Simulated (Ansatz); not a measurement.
# Every step of a relaxation of zincblende ZnSe (110), 4 layers

DFT, PBE, PAW with Ansatz's default frozen-core files, scalar-relativistic (Ansatz 0.2.0); a Γ-centred 6×5×1 k mesh, Fermi–Dirac smearing of 0.02 eV, no spin polarisation. The run relaxes the atoms in the fixed cell.

Command: `ansatz run input.yaml --threads 3 --pin off --max-ram 8192MiB --backend cpu --events-out ev --progress --plain --runs-dir out` It took 85 s on 3 threads of Intel(R) Xeon(R) Platinum 8488C (Sapphire Rapids), on a shared host, peak memory 1.1 GiB.

```yaml
crystal:
  lattice:
    - [4.0536314796, 0.0, 0.0]
    - [0.0, 5.7327006153, 0.0]
    - [0.0, 0.0, 22.0804]
  atoms:
    - { symbol: Zn, position: [0.0, 0.875, 0.3623112077] }
    - { symbol: Se, position: [0.5, 0.625, 0.3623112077] }
    - { symbol: Zn, position: [0.5, 0.375, 0.4541037355] }
    - { symbol: Se, position: [0.0, 0.125, 0.4541037355] }
    - { symbol: Zn, position: [0.0, 0.875, 0.5458962639] }
    - { symbol: Se, position: [0.5, 0.625, 0.5458962639] }
    - { symbol: Zn, position: [0.5, 0.375, 0.6376887923] }
    - { symbol: Se, position: [0.0, 0.125, 0.6376887923] }
kpoints:
  mp_grid: { grid: [6, 5, 1] }
scf:
  occupations: { method: fermi_dirac, width: 0.02 }
hamiltonian:
  xc: pbe
  pseudopotentials: { kind: paw }
output:
  forces: true
  stress: true
  eigenvalues: true
relax:
  f_tol: 0.01
  max_steps: 40
efield:
  axis: 3
  amplitude: 0
  dipole_correction: true
```

Each step lists its free energy a cell above the last geometry, and Cartesian positions (Å) with forces (eV/Å).

The first step:

```
step 1  dF = 980.84 meV
  Zn 0.0000 5.0161 8.0000   0.0000 -0.9694 1.0493
  Se 2.0268 3.5829 8.0000   0.0000 0.4967 -0.7810
  Zn 2.0268 2.1498 10.0268   0.0000 0.0893 -0.0770
  Se 0.0000 0.7166 10.0268   0.0000 0.3834 -0.4349
  Zn 0.0000 5.0161 12.0536   0.0000 0.0893 0.0769
  Se 2.0268 3.5829 12.0536   0.0000 0.3834 0.4349
  Zn 2.0268 2.1498 14.0804   0.0000 -0.9694 -1.0493
  Se 0.0000 0.7166 14.0804   0.0000 0.4967 0.7810
```

Where does the relaxation end, and by which steps?

After 7 geometries, with a shortest distance of 2.417 Å. The further steps:
```
step 2  dF = 376.92 meV
  Zn 0.0000 4.8951 8.1527   0.0000 -0.5117 0.6669
  Se 2.0268 3.5673 7.9009   0.0000 0.2348 -0.3228
  Zn 2.0268 2.2161 10.0093   0.0000 0.2064 -0.1471
  Se 0.0000 0.7869 10.0115   0.0000 0.0707 -0.1415
  Zn 0.0000 5.0824 12.0711   0.0000 0.2064 0.1471
  Se 2.0268 3.6532 12.0689   0.0000 0.0707 0.1415
  Zn 2.0268 2.0288 13.9277   0.0000 -0.5117 -0.6669
  Se 0.0000 0.7010 14.1795   0.0000 0.2348 0.3228
step 3  dF = 88.05 meV
  Zn 0.0000 4.7944 8.3240   0.0000 -0.1394 0.3354
  Se 2.0268 3.5772 7.8497   0.0000 0.0302 -0.1000
  Zn 2.0268 2.2731 9.9709   0.0000 0.0979 -0.1373
  Se 0.0000 0.8207 10.0274   0.0000 0.0114 -0.0117
  Zn 0.0000 5.1395 12.1095   0.0000 0.0979 0.1373
  Se 2.0268 3.6870 12.0530   0.0000 0.0114 0.0117
  Zn 2.0268 1.9281 13.7564   0.0000 -0.1394 -0.3354
  Se 0.0000 0.7109 14.2307   0.0000 0.0302 0.1000
step 4  dF = 4.63 meV
  Zn 0.0000 4.7280 8.5057   0.0000 -0.0013 0.0032
  Se 2.0268 3.5913 7.8352   0.0000 0.0474 0.0017
  Zn 2.0268 2.3017 9.9222   0.0000 -0.0360 -0.0830
  Se 0.0000 0.8444 10.0818   0.0000 -0.0102 -0.0568
  Zn 0.0000 5.1680 12.1582   0.0000 -0.0360 0.0830
  Se 2.0268 3.7108 11.9985   0.0000 -0.0102 0.0568
  Zn 2.0268 1.8616 13.5747   0.0000 -0.0013 -0.0032
  Se 0.0000 0.7250 14.2452   0.0000 0.0474 -0.0016
step 5  dF = 1.25 meV
  Zn 0.0000 4.7271 8.5039   0.0000 0.0131 0.0000
  Se 2.0268 3.6043 7.8195   0.0000 -0.0040 0.0179
  Zn 2.0268 2.2975 9.8977   0.0000 -0.0366 -0.0353
  Se 0.0000 0.8365 10.0803   0.0000 0.0276 0.0009
  Zn 0.0000 5.1638 12.1827   0.0000 -0.0366 0.0353
  Se 2.0268 3.7028 12.0001   0.0000 0.0276 -0.0009
  Zn 2.0268 1.8608 13.5765   0.0000 0.0131 0.0000
  Se 0.0000 0.7380 14.2609   0.0000 -0.0040 -0.0179
step 6  dF = 0.10 meV
  Zn 0.0000 4.7325 8.5066   0.0000 -0.0004 -0.0013
  Se 2.0268 3.6095 7.8188   0.0000 0.0013 0.0078
  Zn 2.0268 2.2865 9.8832   0.0000 -0.0062 -0.0048
  Se 0.0000 0.8369 10.0861   0.0000 0.0053 0.0109
  Zn 0.0000 5.1529 12.1972   0.0000 -0.0062 0.0048
  Se 2.0268 3.7032 11.9943   0.0000 0.0053 -0.0109
  Zn 2.0268 1.8662 13.5738   0.0000 -0.0004 0.0013
  Se 0.0000 0.7431 14.2616   0.0000 0.0013 -0.0078
step 7  dF = 0.00 meV
  Zn 0.0000 4.7339 8.5095   0.0000 0.0002 0.0014
  Se 2.0268 3.6117 7.8204   0.0000 0.0001 -0.0003
  Zn 2.0268 2.2828 9.8797   0.0000 -0.0003 -0.0003
  Se 0.0000 0.8370 10.0906   0.0000 0.0000 -0.0028
  Zn 0.0000 5.1492 12.2007   0.0000 -0.0003 0.0003
  Se 2.0268 3.7033 11.9898   0.0000 0.0000 0.0028
  Zn 2.0268 1.8675 13.5709   0.0000 0.0002 -0.0014
  Se 0.0000 0.7453 14.2600   0.0000 0.0001 0.0003
```
